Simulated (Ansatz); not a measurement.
**Si2Mo: from a starting cell to a relaxed one**

The start is a generated cell, Si2Mo placed in the CrSi2 structure type. The cell and all atomic positions are relaxed at zero pressure with PBEsol (plane waves to 420 eV, PAW, scalar-relativistic; Ansatz, an electronic-structure program). First-step values are on the input's coarse k-mesh.

Ansatz input (later rounds restart from its end on a renewed k-mesh):
Ansatz 0.2 input:
```yaml
crystal:
  lattice:
    - [4.6337879, 0, 0]
    - [-2.316894, 4.0129781, 0]
    - [0, 0, 6.664632]
  atoms:
    - { symbol: Mo, position: [0.5, 0, 0] }
    - { symbol: Mo, position: [0.5, 0.5, 0.33333333] }
    - { symbol: Mo, position: [0, 0.5, 0.66666667] }
    - { symbol: Si, position: [0.16559, 0.33118, 0] }
    - { symbol: Si, position: [0.83441, 0.16559, 0.33333333] }
    - { symbol: Si, position: [0.66882, 0.83441, 0.66666667] }
    - { symbol: Si, position: [0.83441, 0.66882, 0] }
    - { symbol: Si, position: [0.16559, 0.83441, 0.33333333] }
    - { symbol: Si, position: [0.33118, 0.16559, 0.66666667] }
basis: { ecutwfc: 420, ecutrho_ratio: 4, xc_grid: 2, fft_grid_basis: typed }
kpoints: { mp_grid: { grid: [6, 6, 4] } }
hamiltonian:
  xc: pbesol
  dispersion: none
  pseudopotentials: { azcp: { folder: ./paw }, kind: paw }
scf: { occupations: { method: fermi_dirac, width: 0.05 } }
relax: { f_tol: 0.01, max_steps: 100, cell: { stress_tol: 0.02 } }
output: { forces: true, stress: true }
```

Q: What is the largest force in the starting geometry, and on which atom (counted from 1)?

A: About 0.1 eV/Å, on Si4, Si5, Si6, Si7, Si8, Si9 (atoms numbered as listed).

Q: How does the volume per atom move from start to end?

A: -4.0 %, from 13.77 to 13.22 Å³/atom.

Q: How do the shortest distances between atoms change?

A: The closest pairs of elements (up to four, under 3.6 Å), start → end: Si–Si 2.59 → 2.55 Å; Mo–Si 2.60 → 2.56 Å; Mo–Mo 3.21 → 3.17 Å.

Q: What band gap does the relaxed structure have at this level?

A: 0.04 eV, indirect (valence top at L, conduction bottom at M) (no spin-orbit coupling).

Q: Write out the relaxed structure.

A: 
```cif
data_Mo3Si6
_chemical_formula_sum 'Mo3 Si6'
_space_group_name_H-M_alt 'P6222'
_space_group_IT_number 180
_space_group_name_Hall 'P 62 2 (0 0 4)'
_cell_length_a 4.57474
_cell_length_b 4.57474
_cell_length_c 6.56669
_cell_angle_alpha 90.000
_cell_angle_beta 90.000
_cell_angle_gamma 120.000
loop_
_atom_site_label
_atom_site_type_symbol
_atom_site_symmetry_multiplicity
_atom_site_Wyckoff_symbol
_atom_site_fract_x
_atom_site_fract_y
_atom_site_fract_z
_atom_site_occupancy
Mo1 Mo 3 c 0.50000 0.00000 0.00000 1
Si1 Si 6 i 0.16417 0.32834 0.00000 1
```

The space group stays P6₂22 (No. 180) (the run could not lower it); the end is AFLOW prototype AB2_hP9_180_d_j (C40, as in CrSi2), with 9 atoms in the primitive cell. Final values are on a 8×8×5 k-mesh of the relaxed cell. No spin polarisation in the result.

The run could not lose the symmetry of its start; a randomly shaken copy of 9 atoms returns to this structure.

The first start was generated by placing the elements on the sites of a structure type. Materials Project lists a structure of Si2Mo in the same space group, P6₂22 (No. 180); the sites were not compared with it, nor with measured phases. Known forms of Si2Mo include space group No. 139.
